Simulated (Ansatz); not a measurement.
**Structure optimisation: indium, simple cubic**

Computed with Ansatz 0.2.0, DFT, r2SCAN, plane waves (500 eV) with PAW, scalar-relativistic. (PAW data from PBE, frozen cores regenerated.)

k-point mesh 10×10×10, Fermi-Dirac smearing 0.1 eV, no spin polarisation. Cell and atoms relax.

Starting structure:

```yaml
crystal:
  lattice:
    - [3.0450626401, 0.0, 0.0]
    - [0.0, 3.0450626401, 0.0]
    - [0.0, 0.0, 3.0450626401]
  atoms:
    - { symbol: In, position: [0.0, 0.0, 0.0] }
hamiltonian:
  xc: r2scan
  pseudopotentials:
    kind: paw
    azcp:
      In: "pseudopotentials/In.paw.azcp"
basis:
  ecutwfc: 500
  fft_grid_basis: typed
kpoints:
  mp_grid: { grid: [10, 10, 10], shift: [0, 0, 0] }
magnetization:
  spin_polarized: false
scf:
  occupations: { method: fermi_dirac, width: 0.1 }
relax:
  max_steps: 60
  f_tol: 0.01
  cell: {}
```

**Question.** What cell does the relaxation end in?

**Answer.** Pm-3m with a = 3.044 Å; 28.20 Å³ per atom against 28.24 at the start (-0.1 %).

**Question.** How much energy does the relaxation gain?

**Answer.** 0.0 meV per atom.
